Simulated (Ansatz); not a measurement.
LuTl₃: strain and displacement

```yaml
crystal:
  lattice:
    - [4.65300, 0.00000, 0.00000]
    - [0.00000, 4.65300, 0.00000]
    - [0.00000, 0.00000, 4.65300]
  atoms:
    - { symbol: Lu, position: [0.00000, 0.00000, 0.00000] }
    - { symbol: Tl, position: [0.00000, 0.50000, 0.50000] }
    - { symbol: Tl, position: [0.50000, 0.00000, 0.50000] }
    - { symbol: Tl, position: [0.50000, 0.50000, 0.00000] }
```

Atom numbers follow the list: Lu1, Tl2, Tl3, Tl4.

The cell is COD entry 1538927, as deposited and not checked against the literature; nothing was relaxed.

No spin–orbit coupling, which matters for the heavy atoms here.

Level of theory: Ansatz 0.2.0, DFT, PBEsol, all-electron PAW with datasets made for the crystal, scalar-relativistic.

Settings: a Γ-centred 7×7×7 k mesh, Fermi–Dirac smearing of 0.08 eV, cutoff 340 eV (chosen by the program for this cell), no spin polarisation.

The unchanged cell is at -0.31 GPa.

In a metal, stresses and small energies carry noise from the k mesh.

x, y and z are the Cartesian axes of the cell as listed; fractional coordinates follow a strain, and an engineering shear is twice the off-diagonal strain component.

(1) With this change (equal xy, yz and zx engineering shear strains of -2 %), what becomes of the energy and stress?

With equal xy, yz and zx engineering shear strains of -1 %: energy change under 1 meV/atom; stress change (xx, yy, zz, yz, xz, xy) 0.02, 0.02, 0.02, 0.20, 0.20, 0.20 GPa, compression positive.

(2) With this change (equal xy, yz and zx engineering shear strains of +1 %), what becomes of the energy and stress?

(3) With this change (equal xy, yz and zx engineering shear strains of +2 %), what becomes of the energy and stress?

Answers

(1) Energy change +2 meV/atom; stress change (xx, yy, zz, yz, xz, xy) 0.08, 0.08, 0.08, 0.39, 0.39, 0.39 GPa, compression positive.

(2) Energy change under 1 meV/atom; stress change (xx, yy, zz, yz, xz, xy) 0.02, 0.02, 0.02, -0.20, -0.20, -0.20 GPa, compression positive.

(3) Energy change +2 meV/atom; stress change (xx, yy, zz, yz, xz, xy) 0.08, 0.08, 0.08, -0.39, -0.39, -0.39 GPa, compression positive.
